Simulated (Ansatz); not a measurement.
A geometry of SnSe2 away from equilibrium: the start of the relaxation of a generated trial cell of SnSe2 in the CdI2 structure type. Computed with r2SCAN (plane waves to 500 eV, PAW, scalar-relativistic; Ansatz, a quantum-chemistry and plane-wave program). Γ-centred k-mesh 7×7×4 on the run's cell (coarser than for final values), Fermi–Dirac smearing 0.05 eV.

```xyz
3
Lattice="3.8125 0.0000 0.0000 -1.9062 3.3017 0.0000 0.0000 0.0000 6.1503" Properties=species:S:1:pos:R:3 pbc="T T T"
Sn     0.0000     0.0000     0.0000
Se     0.0000     2.2011     1.5499
Se     1.9062     1.1006     4.6004
```

Task: What forces act on the atoms (eV/Å)?

Result: 
| atom | Fx | Fy | Fz |
|---|---|---|---|
| Sn1 | 0.00 | 0.00 | 0.00 |
| Se2 | 0.00 | 0.00 | 0.27 |
| Se3 | 0.00 | 0.00 | -0.27 |

Task: What is the pressure?

Result: +2.6 GPa, compression positive.

No spin polarisation in the result. Without a van der Waals term the distances between weakly bound units are poorly fixed.

The run could not lose the symmetry of its start.
